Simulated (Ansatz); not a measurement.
LaAlHO2 in space group P4/mmm (No. 123; La on 1d, Al on 1a, O on 2f, H on 1b), DFT-r²SCAN in the program Ansatz with PAW potentials, all energies at zero smearing, with the estimated change up to a 700 eV cutoff added, with one set of potentials and settings (totals compare only within such a set). Cell of 5 atoms (1 La, 1 Al, 2 O, 1 H): -7964.342 eV.

```
element                            reference phase  E (eV/atom)
-------  -----------------------------------------  -----------
La                   P6_3/mmc, 4 atoms in the cell   -6264.8722
Al                      Fm-3m, 1 atoms in the cell    -540.4106
O        C2/m, 4 atoms in the cell, spin-polarised    -566.0346
H                  P2_12_12_1, 8 atoms in the cell     -15.9453
```

Formation energy per atom, worked out: (-7964.342 − 1×(-6264.8722) − 1×(-540.4106) − 2×(-566.0346) − 1×(-15.9453))/5 = -2.209 eV/atom (-213 kJ per mol of atoms), at 0 K, without zero-point energy or fitted corrections.

The start of the workflow was typed in or built on a structure type; neither database checked (COD, Materials Project) lists it. Its standing as an ambient phase is unchecked. The cell was relaxed with r²SCAN under the symmetry of its start; whether a distortion lowers the energy is not shown. The references are the lowest solids computed at this level, not always the standard phases (solids in place of the gases). Scalar-relativistic: spin–orbit coupling is off unless named, which matters more the heavier the elements.

Potentials: the earlier of the program's two PAW sets.
